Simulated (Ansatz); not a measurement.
HfC (rock salt)

```xyz
4
Lattice="0.0000 4.6515 4.6515 2.3258 2.3258 4.6515 2.3258 2.3258 0.0000" Properties=species:S:1:pos:R:3 pbc="T T T"
C      0.0000     0.0000     0.0000
C      2.3258     4.6515     6.9773
Hf     2.3258     6.9773     6.9773
Hf     2.3258     4.6515     4.6515
```

The atoms are displaced by Q × the pattern below (from a DFPT mode at X = (0.5, 0.5, 0.0), largest move 1; Q in Å), at fixed cell. It is one choice among 2 degenerate patterns. (q is in reciprocal vectors of the primitive cell; the cell shown is doubled to hold the pattern.)

```csv
atom,x,y,z
C1,0.000,-0.099,0.000
C2,0.000,0.099,0.000
Hf3,0.000,1.000,0.000
Hf4,0.000,-1.000,0.000
```

Level of theory: PBE (plane waves to 420 eV, PAW, scalar-relativistic; Ansatz, a quantum-chemistry and plane-wave program). k mesh 17×17×17 (Γ-centred), Fermi-Dirac smearing 0.05 eV. Energies are smeared free energies. With partly filled bands, energies and forces of such displacements shift with the k mesh and the smearing. HfC is run without spin polarisation. HfC was relaxed with its symmetry unable to fall. Spin-orbit coupling is left out, though Hf is heavy. The zero of ΔE is the undisplaced structure. The last digit holds for this mesh only.

```tsv
Q (Å)	ΔE (meV/cell)
-0.2800	withheld
-0.2333	862.2
-0.1867	537.6
-0.1400	294.6
-0.0933	127.9
-0.0467	31.7
0.0000	0.0
0.0467	31.7
0.0933	127.9
0.1400	294.6
0.1867	537.6
0.2333	862.2
0.2800	withheld
```

### Question
Fit an even polynomial form (powers 2, 4, 6) to the given rows and predict ΔE at Q = 0.2800.

### Answer
Least squares on the 11 given rows: ΔE = (14420)·Q² + (33390)·Q⁴ + (-135400)·Q⁶, in meV/cell with Q in Å; root-mean-square residual 0.15 meV/cell. At 0.2800 the fit gives 1270.5 meV/cell; the calculation gives 1275.0 meV/cell, so the extrapolation is off by -4.5 (-0.4 %). The quadratic term alone would give 1130.5 meV/cell.

(For displaced atoms, the force is minus the slope of the energy, and its curvature is a force constant, which sets phonon frequencies.)
